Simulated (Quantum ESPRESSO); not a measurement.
Band energies of Li3VS4

```xyz
8
Lattice="5.9331 0.0000 0.0000 0.0000 5.9331 0.0000 0.0000 0.0000 5.9331" Properties=species:S:1:pos:R:3 pbc="T T T"
Li     0.0000     0.0000     2.9665
Li     2.9665     0.0000     0.0000
Li     0.0000     2.9665     0.0000
S      1.2400     1.2400     1.2400
S      1.2400     4.6931     4.6931
S      4.6931     4.6931     1.2400
S      4.6931     1.2400     4.6931
V      0.0000     0.0000     0.0000
```

norm-conserving LDA (Quantum ESPRESSO, 84 Ry, scalar-relativistic); path ΓXMΓRX,MR; energies in eV from the valence-band maximum.

| k (1/Å) | point | band 19 | band 20 | band 21 | band 22 | band 23 | band 24 | band 25 | band 26 |
|---|---|---|---|---|---|---|---|---|---|
| 0.00 | Γ | -1.28 | -1.28 | -0.63 | -0.63 | -0.63 | 1.84 | 1.84 | 3.20 |
| 0.26 |  | -1.41 | -1.32 | -0.78 | -0.47 | -0.47 | 1.94 | 1.95 | 3.01 |
| 0.53 | X | -1.50 | -1.36 | -0.93 | -0.34 | -0.34 | 2.01 | 2.04 | 2.92 |
| 0.79 |  | -1.45 | -1.40 | -0.69 | -0.43 | -0.16 | 2.07 | 2.20 | 2.96 |
| 1.06 | M | -1.42 | -1.42 | -0.52 | -0.52 | 0.00 | 2.10 | 2.41 | 2.89 |
| 1.25 |  | -1.43 | -1.42 | -0.54 | -0.54 | -0.09 | 2.08 | 2.29 | 2.94 |
| 1.43 |  | -1.40 | -1.40 | -0.58 | -0.58 | -0.30 | 2.01 | 2.07 | 2.92 |
| 1.62 |  | -1.34 | -1.32 | -0.62 | -0.62 | -0.52 | 1.90 | 1.91 | 3.05 |
| 1.81 | Γ | -1.28 | -1.28 | -0.63 | -0.63 | -0.63 | 1.84 | 1.84 | 3.20 |
| 1.96 |  | -1.33 | -1.32 | -0.60 | -0.60 | -0.60 | 1.89 | 1.89 | 3.08 |
| 2.11 |  | -1.43 | -1.41 | -0.51 | -0.51 | -0.51 | 2.00 | 2.00 | 2.90 |
| 2.27 |  | -1.50 | -1.50 | -0.39 | -0.39 | -0.38 | 2.15 | 2.15 | 2.84 |
| 2.42 |  | -1.53 | -1.53 | -0.25 | -0.25 | -0.24 | 2.31 | 2.31 | 2.92 |
| 2.57 |  | -1.55 | -1.55 | -0.14 | -0.14 | -0.13 | 2.42 | 2.42 | 3.07 |
| 2.73 | R | -1.56 | -1.56 | -0.09 | -0.09 | -0.09 | 2.47 | 2.47 | 3.15 |
| 2.87 |  | -1.55 | -1.54 | -0.16 | -0.12 | -0.12 | 2.41 | 2.44 | 3.08 |
| 3.02 |  | -1.55 | -1.49 | -0.35 | -0.19 | -0.18 | 2.29 | 2.34 | 2.99 |
| 3.17 |  | -1.55 | -1.42 | -0.59 | -0.27 | -0.26 | 2.16 | 2.19 | 2.97 |
| 3.32 |  | -1.52 | -1.37 | -0.82 | -0.32 | -0.32 | 2.06 | 2.07 | 2.95 |
| 3.47 | X | -1.50 | -1.36 | -0.93 | -0.34 | -0.34 | 2.01 | 2.04 | 2.92 |
| 3.47 | M | -1.42 | -1.42 | -0.52 | -0.52 | 0.00 | 2.10 | 2.41 | 2.89 |
| 3.65 |  | -1.47 | -1.47 | -0.40 | -0.40 | -0.02 | 2.19 | 2.42 | 2.95 |
| 3.83 |  | -1.53 | -1.53 | -0.19 | -0.19 | -0.07 | 2.37 | 2.45 | 3.08 |
| 4.00 | R | -1.56 | -1.56 | -0.09 | -0.09 | -0.09 | 2.47 | 2.47 | 3.15 |

The LDA gap is indirect, 1.84 eV, from M to Γ; the smallest direct gap is 2.10 eV.

The 3d shell has no Hubbard U; the runs are without spin polarisation, and magnetic order was not tried.

Geometry of the Materials Project entry, not relaxed at this level.

The structure is a Materials Project entry; no match was found in the copy of COD used, and its stability was not checked.
